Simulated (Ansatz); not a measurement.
# Contact densities of TiB$_{2}$ against volume

```yaml
crystal:
  lattice:
    - [3.02920, 0.00000, 0.00000]
    - [-1.51460, 2.62336, 0.00000]
    - [0.00000, 0.00000, 3.22840]
  atoms:
    - { symbol: Ti, position: [0.00000, 0.00000, 0.00000] }
    - { symbol: B, position: [0.33333, 0.66667, 0.50000] }
    - { symbol: B, position: [0.66667, 0.33333, 0.50000] }
```

Atoms are numbered in the order listed.

Conventional cell: a = 3.029 Å, b = 3.029 Å, c = 3.228 Å, α = 90.00°, β = 90.00°, γ = 120.00°. Ti (atom 1) is surrounded by 12 B at 2.38 Å. B (atom 2) has 3 B at 1.75 Å as nearest neighbours.

The cell comes from COD entry 2002799, which wasn't checked; take it as a given geometry.

The calculation used DFT, PBEsol, all-electron PAW with datasets made for the crystal, scalar-relativistic (Ansatz 0.2.0).

The runs use a Γ-centred 15×15×13 k mesh, Fermi–Dirac smearing of 0.08 eV, cutoff 360 eV (chosen by the program for this cell), no spin polarisation.

The contact density is the mean electron density over the nuclear volume; its changes follow the s electrons' response to bonding and compression. Changes below are taken from the unscaled cell, where it is 56683.5 e/Å³ at Ti1, 481.521 e/Å³ at B2.

Volumes at which the program chose other datasets or cutoffs are left out.

The datasets are made afresh for each cell, so very small changes are uncertain.

Problem. Does compression raise or lower the contact density at Ti1?

Solution. It raises it, by 0.83 e/Å³ over the whole range.

Problem. Tabulate the changes with volume.

Solution. 
| V/V(cell) | P (GPa) | Δρ(0) Ti1 (e/Å³) | Δρ(0) B2 (e/Å³) |
| --- | --- | --- | --- |
| 0.9600 | 5.8 | 0.43 | 0.08 |
| 0.9800 | 0.0 | 0.21 | 0.04 |
| 0.9900 | -2.6 | 0.10 | 0.02 |
| 1.0000 | -5.2 | 0.00 | 0.00 |
| 1.0100 | -7.6 | -0.10 | -0.02 |
| 1.0200 | -9.9 | -0.20 | -0.04 |
| 1.0400 | -14.1 | -0.40 | -0.07 |
